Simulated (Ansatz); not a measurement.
All numbers below come from Ansatz 0.2.0, DFT PBE, scalar-relativistic, plane waves, PAW. All cells share a 420 eV cutoff and Γ-centred k meshes spaced at most about 0.3 Å⁻¹ (about 0.25 or finer for metals, 2π included). No spin polarisation in the final relaxations.

Temperature and zero-point effects are left out.

Two relaxed structures of BaH:

1.

```cif
data_structure
_symmetry_space_group_name_H-M 'F-43m'
_symmetry_Int_Tables_number 216
_cell_length_a 6.1395
_cell_length_b 6.1395
_cell_length_c 6.1395
_cell_angle_alpha 90.000
_cell_angle_beta 90.000
_cell_angle_gamma 90.000
_cell_volume 231.42
loop_
_atom_site_label
_atom_site_type_symbol
_atom_site_symmetry_multiplicity
_atom_site_Wyckoff_symbol
_atom_site_fract_x
_atom_site_fract_y
_atom_site_fract_z
_atom_site_occupancy
Ba1 Ba 4 a 0.00000 0.00000 0.00000 1
H1 H 4 c 0.25000 0.25000 0.25000 1
```

2.

```cif
data_structure
_symmetry_space_group_name_H-M 'Pm-3m'
_symmetry_Int_Tables_number 221
_cell_length_a 3.5693
_cell_length_b 3.5693
_cell_length_c 3.5693
_cell_angle_alpha 90.000
_cell_angle_beta 90.000
_cell_angle_gamma 90.000
_cell_volume 45.47
loop_
_atom_site_label
_atom_site_type_symbol
_atom_site_symmetry_multiplicity
_atom_site_Wyckoff_symbol
_atom_site_fract_x
_atom_site_fract_y
_atom_site_fract_z
_atom_site_occupancy
Ba1 Ba 1 a 0.00000 0.00000 0.00000 1
H1 H 1 b 0.50000 0.50000 0.50000 1
```

Task: Which form is favoured at zero pressure, and by what margin per atom?

Result: Cell 1 is lower, by 0.32 eV/atom. Cell 1 has the zinc blende type, space group F-43m (No. 216), 28.9 Å³/atom and no gap on its mesh; cell 2 has the caesium chloride type, space group Pm-3m (No. 221), 22.7 Å³/atom and no gap. Counting H atoms around Ba (those within 1.25 times the shortest such distance or 1.15 times the sum of covalent radii), cell 1 has Ba 4 and cell 2 has Ba 8. The lower one is the more open, so pressure narrows the difference. In cell 1, Ba has 4 H at 2.66 Å; around H lie 4 Ba at 2.66 Å. In cell 2, Ba is surrounded by 8 H at 3.09 Å and 6 Ba at 3.57 Å; around H lie 8 Ba at 3.09 Å and 6 H at 3.57 Å. Both come from invented guesses. A third cell relaxed alike, in P6_3/mmc, lies 12 meV/atom below the lower of the two.

With hydrogen, zero-point motion can shift such differences by 10 meV/atom or more. A magnetic state wasn't ruled out in cells without spin, among them F-43m, Pm-3m. Cells relaxed within their symmetry can be saddle points.
